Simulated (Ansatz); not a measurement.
Tc:
```cif
data_Tc2
_chemical_formula_sum 'Tc2'
_space_group_name_H-M_alt 'P 1'
_space_group_IT_number 1
_cell_length_a 2.72982
_cell_length_b 2.72982
_cell_length_c 4.36831
_cell_angle_alpha 90.000
_cell_angle_beta 90.000
_cell_angle_gamma 120.000
loop_
_space_group_symop_operation_xyz
  'x, y, z'
loop_
_atom_site_label
_atom_site_type_symbol
_atom_site_fract_x
_atom_site_fract_y
_atom_site_fract_z
_atom_site_occupancy
Tc1 Tc 0.33333 0.66667 0.75000 1
Tc2 Tc 0.66667 0.33333 0.25000 1
```

Relaxed with PBE+D3(BJ).

Q: Which orbitals make up the states near the Fermi level in PBE+D3(BJ) in the plane-wave PAW code Ansatz?

A: Within 0.5 eV of the Fermi level: Tc 4d 89 %, Tc 5s 6 %. Projections are on Löwdin-orthogonalised atomic valence shells; empty p or d shells of many metals are not among them.

Q: Tabulate the density of states.

A: States/eV per cell of 2 atoms, in 0.25 eV bins, energy from the Fermi level.

```tsv
E (eV)	total	Tc 4d	Tc 5s	Tc 4p
-7.50	0.00	0.00	0.00	0.00
-7.25	0.03	0.00	0.02	0.00
-7.00	0.07	0.00	0.06	0.00
-6.75	0.10	0.00	0.08	0.00
-6.50	0.12	0.00	0.11	0.00
-6.25	0.15	0.00	0.13	0.00
-6.00	0.19	0.01	0.16	0.00
-5.75	0.24	0.03	0.19	0.01
-5.50	0.91	0.58	0.30	0.01
-5.25	2.04	1.48	0.52	0.02
-5.00	2.60	1.98	0.56	0.02
-4.75	3.07	2.52	0.50	0.03
-4.50	2.84	2.36	0.43	0.03
-4.25	2.13	1.80	0.29	0.02
-4.00	1.79	1.54	0.22	0.02
-3.75	2.50	2.21	0.23	0.03
-3.50	2.79	2.49	0.24	0.03
-3.25	2.08	1.92	0.11	0.02
-3.00	2.68	2.46	0.14	0.03
-2.75	2.60	2.34	0.18	0.03
-2.50	1.35	1.20	0.10	0.01
-2.25	1.34	1.24	0.07	0.01
-2.00	3.30	3.07	0.15	0.02
-1.75	3.10	2.86	0.16	0.02
-1.50	2.53	2.33	0.13	0.02
-1.25	2.97	2.74	0.15	0.02
-1.00	3.01	2.78	0.15	0.02
-0.75	2.89	2.63	0.16	0.02
-0.50	3.12	2.80	0.19	0.02
-0.25	2.51	2.27	0.14	0.01
0.00	1.86	1.66	0.11	0.01
0.25	1.75	1.55	0.10	0.01
0.50	1.66	1.48	0.09	0.01
0.75	1.56	1.42	0.07	0.00
1.00	1.49	1.36	0.06	0.00
1.25	1.41	1.30	0.05	0.00
1.50	1.41	1.31	0.04	0.00
1.75	1.56	1.47	0.05	0.00
2.00	1.71	1.62	0.05	0.00
2.25	2.21	2.11	0.06	0.00
2.50	2.45	2.34	0.08	0.00
2.75	3.13	3.00	0.09	0.00
3.00	3.62	3.48	0.11	0.00
3.25	2.91	2.77	0.11	0.00
3.50	0.96	0.80	0.13	0.00
3.75	0.56	0.37	0.14	0.00
4.00	0.53	0.32	0.15	0.00
4.25	0.53	0.29	0.17	0.00
4.50	0.53	0.27	0.18	0.00
4.75	0.53	0.24	0.18	0.00
```

Space group P6_3/mmc (hcp (Mg type)). The cell was relaxed with PBE+D3(BJ) under the symmetry of its start. No spin polarisation was allowed. The pairwise dispersion correction was not fitted to metals. Spin–orbit coupling is left out wherever it is not named.

Potentials: the later of the program's two PAW sets.
